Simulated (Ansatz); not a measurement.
A geometry of Hf away from equilibrium: step 15 of the relaxation of a randomly generated symmetric cell of Hf (space group No. 164). Level of theory: PBE (plane waves to 420 eV, PAW, scalar-relativistic; Ansatz, a program for electronic structure). Γ-centred k-mesh 9×9×11 on the run's cell (coarser than for final values), Fermi–Dirac smearing 0.05 eV.

```xyz
2
Lattice="3.4433 0.0000 0.0000 -1.7216 2.9820 0.0000 0.0000 0.0000 4.1916" Properties=species:S:1:pos:R:3:forces:R:3 pbc="T T T" free_energy=-31443.704 pressure_GPa=7.9
Hf     0.0000     1.9880     1.0479    0.0000    0.0000    0.0000
Hf     1.7216     0.9940     3.1437    0.0000    0.0000    0.0000
```

Positions in Å, forces in eV/Å, free energy of the cell in eV (comparable only within this code, potentials and settings). Largest force: all forces are below 0.005 eV/Å; the geometry lies 0.36 eV/atom above the end of its relaxation.

No spin polarisation in the result.

The run could not lose the symmetry of its start.
